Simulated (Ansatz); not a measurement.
Values for one crystal, relaxed and computed with plane-wave PAW PBEsol (Ansatz code); other levels are named.

| Item | Result |
|---|---|
| Volume per atom | 16.17 Å³ |
| Electronic character | metallic (no gap) |
| Formation energy from the elements (no fitted shifts) | -509 meV/atom |
| Bulk modulus (Birch–Murnaghan fit) | 166 GPa |
| Density of states at the Fermi level | 0.24 states/eV per atom (mean over ±0.08 eV) |
| Pressure derivative B′ | 5.6 |
| Highest zone-centre frequency | 252 cm^-1 |

Question: Which of these materials gives this?
A) FeGe, P2_13 (Ge on 4a, Fe on 4a)
B) SrGeAu3, P4/nmm (Au on 4e, Au on 2c, Ge on 2c, Sr on 2a)
C) GePt, Pnma (Pt on 4c, Ge on 4c)
D) SnS, Pnma (Sn on 4c, S on 4c)

Answer: C, GePt, Pnma (Pt on 4c, Ge on 4c)

Symmetry was held in the PBEsol relaxation. The run is not spin-polarised. As this level gives no gap, phonon frequencies hold no LO–TO term and depend on the k-mesh and smearing (Fermi–Dirac, 0.1 eV here). The references are the lowest solids computed at this level, not always the standard phases. Spin–orbit coupling is left out wherever it is not named.

Potentials: the later of the program's two PAW sets.
